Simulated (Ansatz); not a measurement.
Input file for Ansatz (a quantum-chemistry and plane-wave program):

Ansatz 0.2 input:
```yaml
crystal:
  lattice:
    - [-2.9984088693, 2.9984088693, 2.4022494918]
    - [2.9984088693, -2.9984088693, 2.4022494918]
    - [2.9984088693, 2.9984088693, -2.4022494918]
  atoms:
    - { symbol: Al, position: [0.6593509867, 0.1593509867, 0.8187019735] }
    - { symbol: Al, position: [0.8406490133, 0.6593509867, 0.5] }
    - { symbol: Al, position: [0.1593509867, 0.3406490133, 0.5] }
    - { symbol: Al, position: [0.3406490133, 0.8406490133, 0.1812980265] }
    - { symbol: Cu, position: [0.25, 0.25, 0.0] }
    - { symbol: Cu, position: [0.75, 0.75, 0.0] }
kpoints:
  mp_grid: { grid: [11, 11, 11] }
hamiltonian:
  xc: r2scan
  pseudopotentials: { kind: paw }
scf:
  occupations: { method: gaussian, width: 0.1 }
checkpoint: { read: metal.run }
output: { bader: true, populations: true }
```

Output (shortened):

```
Pseudopotentials: kind: paw
Pseudopotential: Al, paw, valence charge 3
Pseudopotential: Cu, paw, valence charge 19
Functional definition: r2SCAN
Crystal: 6 atoms, lattice volume = 86.389 Å³
Basis set: ecut = 500 eV, 2161 PW (Γ), exchange–correlation on 144×144×144 points (64 copies of the dense FFT grid, shifted against one another)
Bands: 37, of which v1, the nominal top of the filled ones, is band 25 counted from 1 (24 counted from 0)
Symmetry: 16 space group operations
Space group: I4/mcm (ITA 140), of the structure as read, at distance tolerance 4.4e-5 Å
k-points: 126 of 1331
PAW frozen core: Al, regenerated for the run's functional
PAW frozen core: Cu, regenerated for the run's functional
Initial density: read from a saved state, or passed on in memory by an earlier SCF of this step, an earlier step, the calling program or the single point that …
Stability of the state it starts from, as read at its close in the unpolarized treatment …
Initial wavefunctions: pseudopotential atomic-orbital guess
Eigensolver: davidson
Functional: x = r2scan, c = r2scan; τ floored in thin density (d = 2e-4 eV/Å³)
iter 1 solved again at ethr=4.37e-7 eV; its pass at ethr=3.10e-3 eV (dr2=2.18e-4 eV) is discarded
SCF iter   1: F=—  HF=-15425.078437 eV  |F-HF|=—  |Δ(HF+E_count)|=         —  Δρ=5.38e-7  dr2=1.43e-10  dr2_τ=6.03e-11  ethr=4.37e-7  ⟨swp⟩=2.6  Hψ=31428  notcnv=0
all-band conjugate gradients solve this SCF's bands
preconditioner: auto → Kerker (q_TF=auto, 2.491 Å⁻¹)
SCF iter   2: F=—  HF=-15425.078436 eV  |F-HF|=—  |Δ(HF+E_count)|=   1.09e-6  Δρ=4.91e-7  dr2=1.06e-10  dr2_τ=6.05e-11  ethr=1.00e-12  ⟨swp⟩=7.9  Hψ=20546  notcnv=0
SCF iter   3: F=-15425.078436 eV  HF=-15425.078436 eV  |F-HF|=7.28e-12  |Δ(HF+E_count)|=  1.82e-12  Δρ=1.91e-7  dr2=2.88e-11  dr2_τ=6.29e-12  ethr=1.00e-12  ⟨swp⟩=1.0  Hψ=9838  notcnv=0
SCF 1 converged in 3 iterations: F = -15425.078436 eV  dr2 = 2.88e-11
SCF converged after 3 iterations
Free energy (F): -15425.078436 eV
Harris-Foulkes:  -15425.078436 eV  (|F-HF|=7.28e-12)
Internal energy: -15425.069226 eV  (E = F + TS)
E sigma→0 (E₀):  -15425.073831 eV
Entropy (-TS):   -0.009209 eV (-1.535 meV/atom)
Fermi energy:    10.806703 eV
--- Per-component energies (eV) ---
  E_band       = -966.863170
  E_kinetic    = 693.829582
  E_local      = -12389.870266  (includes V_loc(G=0)·N_el)
  E_nonlocal   = 815.863873
  E_hartree    = 5622.446191
  E_xc         = -317.805378
  E_vxc        = -380.570349  (∫ρ·V_xc dr)
  E_paw        = -5237.415691  (= ΣΔE_a)
  E_vpaw       = -975.275078  (= ΣTr[D̂ρ^β])
  E_aug_tail   = 0.000289  (compensation charges beyond the density's cutoff)
  E_vtau       = 24.265967  (kinetic-family band-sum trace: ∫τ·v_τ [+ j·A + Jᵃ·Aᵃ] dr)
  E_ewald      = -4611.275178
  E_core_change = -0.842648  (= ΣΔE_core)
  E_smearing   = -0.009209  (= −TS)
  E_closure    =  0.000000  (closes the sum)
  Σ components = -15425.078436   (vs F -15425.078436, Δ=0.00e0)
  [band-id]    e_kinetic+e_local+e_nonlocal+2·e_hartree+e_vxc+e_vpaw+e_augmentation_tail+e_vtau = -966.863601   (vs E_band -966.863170, Δ=-4.32e-4)
--- Band table (eV; the first three rows and the last of 126) ---
  k-point 0: bands = ["-106.9394", "-106.9284", "-62.7608", "-62.7608", "-62.7547", "-62.7498", "-62.7498", "-62.6385", "-0.8882", "5.0776", "5.3038", "5.3038", "5.3483", "6.3019", "6.4390", "6.8026", "7.1157", "7.4019", "7.4019", "7.4987", "7.4987", "8.6360", "9.2330", "9.3785", "9.3785", "9.8298", "10.7577", "10.8325", "12.5522", "12.5522", "12.6034", "16.4955", "16.4955", "17.0637", "17.6124", "24.2528", "24.3779"]
  k-point 1: bands = ["-106.9394", "-106.9284", "-62.7608", "-62.7608", "-62.7547", "-62.7498", "-62.7498", "-62.6385", "-0.8149", "4.9603", "5.2853", "5.3196", "5.3263", "6.2559", "6.4517", "6.7701", "6.9378", "7.0365", "7.4013", "7.4019", "7.6039", "9.0563", "9.0776", "9.0900", "9.4817", "10.0285", "10.9729", "11.1658", "12.7451", "12.7611", "12.7942", "15.4532", "15.7034", "18.2261", "18.5729", "23.4483", "23.5336"]
  k-point 2: bands = ["-106.9394", "-106.9284", "-62.7609", "-62.7608", "-62.7547", "-62.7498", "-62.7498", "-62.6385", "-0.5956", "4.4053", "5.2425", "5.3316", "5.3906", "6.1559", "6.4247", "6.4892", "6.6190", "6.9349", "7.3996", "7.4019", "7.8748", "8.6084", "8.7247", "9.2669", "9.6980", "10.1649", "11.8473", "12.0055", "13.1767", "13.2808", "13.3201", "14.4186", "14.8233", "19.6689", "20.0196", "22.0025", "22.0377"]
  k-point 125: bands = ["-106.9394", "-106.9284", "-62.7609", "-62.7609", "-62.7547", "-62.7498", "-62.7498", "-62.6385", "2.6342", "3.2662", "3.4374", "4.0219", "5.0079", "5.5660", "5.6221", "6.0610", "6.1039", "6.4152", "6.4181", "6.7605", "7.2630", "7.3947", "7.3947", "8.8646", "13.3091", "13.4127", "13.7222", "14.9189", "15.1362", "16.2081", "16.4341", "16.4801", "18.6791", "18.8565", "19.6844", "19.9164", "20.6713"]
  band table: 37 of 37 bands, residual norms ≤ 1.0e-3 eV
--- Löwdin populations: 6 sites ---
  site symbol       q [e]
     0     Al      3.2289
     1     Al      3.2289
     2     Al      3.2289
     3     Al      3.2289
     4     Cu     18.3549
     5     Cu     18.3549
  spilling = 0.007493 (of n_electrons = 50.000000)
--- Bader charges: 6 sites ---
  site symbol  charge [e]  shift [e]
     0     Al      1.0274     0.0023
     1     Al      1.0274     0.0023
     2     Al      1.0274     0.0023
     3     Al      1.0274     0.0023
     4     Cu     -2.0552     0.0046
     5     Cu     -2.0546     0.0046
  shift: an alarm, by how much a part of what the PAW files miss would move the charge. Where it is large, compare
  with a run on PAW files of another source; a small one proves nothing
  estimated error of the sums over rays = 3.8e-4 e
```

Cost: around 2.1 core-minutes (rough) on shared cores.

The cell was relaxed with r²SCAN under the symmetry of its start. No spin polarisation was allowed. Axis ratios of metals converge slowly with the k-mesh, so a and c are less sure than the volume.

Potentials: the later of the program's two PAW sets.

Ansatz is a plane-wave DFT program.
